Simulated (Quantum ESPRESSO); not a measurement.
**Band energies of WS$_{2}$ monolayer**

```
CELL_PARAMETERS angstrom
      3.14562     0.00000     0.00000
     -1.57281     2.72418     0.00000
      0.00000     0.00000    16.10000
ATOMIC_POSITIONS crystal
  S  0.00000 0.00000 0.90268
  S  0.00000 0.00000 0.09732
  W  0.66667 0.33333 0.00000
```

norm-conserving PBEsol (Quantum ESPRESSO, 74 Ry, with spin-orbit coupling); path ΓMKΓ; energies in eV from the valence-band maximum.

```
k (1/Å)  point  band 26  band 27  band 28  band 29  band 30  band 31  band 32  band 33
-------  -----  -------  -------  -------  -------  -------  -------  -------  -------
0.00         Γ    -0.31     2.69     2.69     2.75     2.75     3.03     3.03     3.03
0.10              -0.32     2.66     2.66     2.74     2.74     2.96     2.96     3.02
0.21              -0.38     2.50     2.50     2.70     2.70     2.85     2.85     3.11
0.31              -0.49     2.26     2.26     2.65     2.65     2.73     2.73     3.35
0.42              -0.70     2.08     2.08     2.58     2.58     2.76     2.76     3.65
0.63              -1.24     2.09     2.09     2.47     2.47     3.20     3.20     4.18
0.73              -1.40     2.22     2.22     2.53     2.53     3.46     3.46     4.38
0.84              -1.39     2.37     2.37     2.69     2.69     3.68     3.68     4.52
0.94              -1.27     2.53     2.53     2.91     2.91     3.82     3.82     4.62
1.15         M    -1.09     2.70     2.70     3.24     3.24     3.92     3.92     4.69
1.26              -0.81     2.63     2.78     3.11     3.40     4.00     4.05     4.47
1.38              -0.63     2.53     2.76     3.08     3.55     4.06     4.09     4.32
1.49              -0.48     2.34     2.53     3.20     3.55     3.76     3.83     4.66
1.71              -0.11     1.80     1.88     3.12     3.15     3.73     4.13     5.34
1.82         K     0.00     1.68     1.72     3.07     3.11     3.80     4.22     5.44
1.91              -0.10     1.78     1.84     3.10     3.13     3.73     4.13     5.39
2.01              -0.32     2.00     2.10     3.15     3.16     3.54     3.88     5.25
2.20              -0.76     2.12     2.25     3.11     3.21     3.27     3.27     5.00
2.29              -0.88     1.89     2.13     2.99     3.03     3.18     3.19     4.90
2.39              -0.96     1.71     1.98     2.81     2.82     3.06     3.08     4.70
2.48              -0.98     1.67     1.92     2.62     2.63     2.89     2.96     4.46
2.68              -0.76     1.92     2.02     2.45     2.48     2.64     2.79     3.84
2.77              -0.58     2.13     2.14     2.46     2.57     2.63     2.78     3.50
2.87              -0.45     2.31     2.37     2.51     2.68     2.73     2.84     3.20
2.96              -0.36     2.52     2.59     2.61     2.78     2.85     2.90     3.00
3.15         Γ    -0.31     2.69     2.69     2.75     2.75     3.03     3.03     3.03
```

The PBEsol gap is 1.67 eV and nearly direct: the edges lie at K and 50 % of the way from K to Γ, the smallest direct gap within 0.02 eV of it. Another conduction extremum on the path lies within 0.02 eV, too close to call. The valence-band maximum lies 5.50 eV below the vacuum level.

Geometry relaxed with PBEsol.
